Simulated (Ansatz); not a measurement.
Computed with DFT PBE, scalar-relativistic, plane waves, PAW (Ansatz 0.2.0). All cells share a 420 eV cutoff and Γ-centred k meshes spaced at most about 0.3 Å⁻¹ (about 0.25 or finer for metals, 2π included). No spin polarisation in the final relaxations.

Temperature and zero-point effects are left out. All come from trial cells, and lower structures may exist.

Problem. Which of these relaxed structures of BiSb3O2 is the lowest in energy?
A.

```cif
data_structure
_symmetry_space_group_name_H-M 'P4/mmm'
_symmetry_Int_Tables_number 123
_cell_length_a 5.6480
_cell_length_b 5.6480
_cell_length_c 6.5674
_cell_angle_alpha 90.000
_cell_angle_beta 90.000
_cell_angle_gamma 90.000
_cell_volume 209.50
loop_
_atom_site_label
_atom_site_type_symbol
_atom_site_symmetry_multiplicity
_atom_site_Wyckoff_symbol
_atom_site_fract_x
_atom_site_fract_y
_atom_site_fract_z
_atom_site_occupancy
Sb1 Sb 2 e 0.00000 0.50000 0.50000 1
Sb2 Sb 1 d 0.50000 0.50000 0.50000 1
Bi1 Bi 1 a 0.00000 0.00000 0.00000 1
O1 O 2 g 0.00000 0.00000 0.67843 1
```

B.

```cif
data_structure
_symmetry_space_group_name_H-M 'P6/mmm'
_symmetry_Int_Tables_number 191
_cell_length_a 6.4840
_cell_length_b 6.4840
_cell_length_c 3.4506
_cell_angle_alpha 90.000
_cell_angle_beta 90.000
_cell_angle_gamma 120.000
_cell_volume 125.64
loop_
_atom_site_label
_atom_site_type_symbol
_atom_site_symmetry_multiplicity
_atom_site_Wyckoff_symbol
_atom_site_fract_x
_atom_site_fract_y
_atom_site_fract_z
_atom_site_occupancy
Sb1 Sb 3 f 0.00000 0.50000 0.00000 1
Bi1 Bi 1 b 0.00000 0.00000 0.50000 1
O1 O 2 d 0.66667 0.33333 0.50000 1
```

C.

```cif
data_structure
_symmetry_space_group_name_H-M 'P4/mmm'
_symmetry_Int_Tables_number 123
_cell_length_a 3.1292
_cell_length_b 3.1292
_cell_length_c 12.4795
_cell_angle_alpha 90.000
_cell_angle_beta 90.000
_cell_angle_gamma 90.000
_cell_volume 122.20
loop_
_atom_site_label
_atom_site_type_symbol
_atom_site_symmetry_multiplicity
_atom_site_Wyckoff_symbol
_atom_site_fract_x
_atom_site_fract_y
_atom_site_fract_z
_atom_site_occupancy
Sb1 Sb 2 g 0.00000 0.00000 0.71630 1
Sb2 Sb 1 d 0.50000 0.50000 0.50000 1
Bi1 Bi 1 a 0.00000 0.00000 0.00000 1
O1 O 2 h 0.50000 0.50000 0.89435 1
```

D.

```cif
data_structure
_symmetry_space_group_name_H-M 'P6/mmm'
_symmetry_Int_Tables_number 191
_cell_length_a 7.3998
_cell_length_b 7.3998
_cell_length_c 3.1619
_cell_angle_alpha 90.000
_cell_angle_beta 90.000
_cell_angle_gamma 120.000
_cell_volume 149.94
loop_
_atom_site_label
_atom_site_type_symbol
_atom_site_symmetry_multiplicity
_atom_site_Wyckoff_symbol
_atom_site_fract_x
_atom_site_fract_y
_atom_site_fract_z
_atom_site_occupancy
Sb1 Sb 3 g 0.00000 0.50000 0.50000 1
Bi1 Bi 1 b 0.00000 0.00000 0.50000 1
O1 O 2 d 0.66667 0.33333 0.50000 1
```

Solution. D. It has space group P6/mmm (No. 191); the next, C, with space group P4/mmm (No. 123), lies 279 meV/atom higher. Counting O atoms around Bi and Sb (those within 1.25 times the shortest such distance or 1.15 times the sum of covalent radii; a plus sign parts nearer from farther groups; the shortest distance is added where it is long for a bond; a slash parts the counts of unlike sites), the lowest has Bi 6+12 from 4.3 Å, Sb 2 and the next has Bi 8 from 2.6 Å, Sb 4 from 3.1 Å/2+8 from 4.9 Å.

The k mesh leaves some 4 meV/atom of noise in the energy of each metallic cell. No dispersion correction is applied, so the spacing and binding between layers, chains or molecules are poorly described (P4/mmm at 34.9 Å³/atom), and this can change margins and order among such cells. Spin–orbit coupling, which can matter for Bi and Sb, is left out. A magnetic state wasn't ruled out in cells without spin, among them P4/mmm at 34.9 Å³/atom. Cells relaxed within their symmetry can be saddle points. Some structure types and database cells were kept out of the candidates from the start, so a known form may be missing.
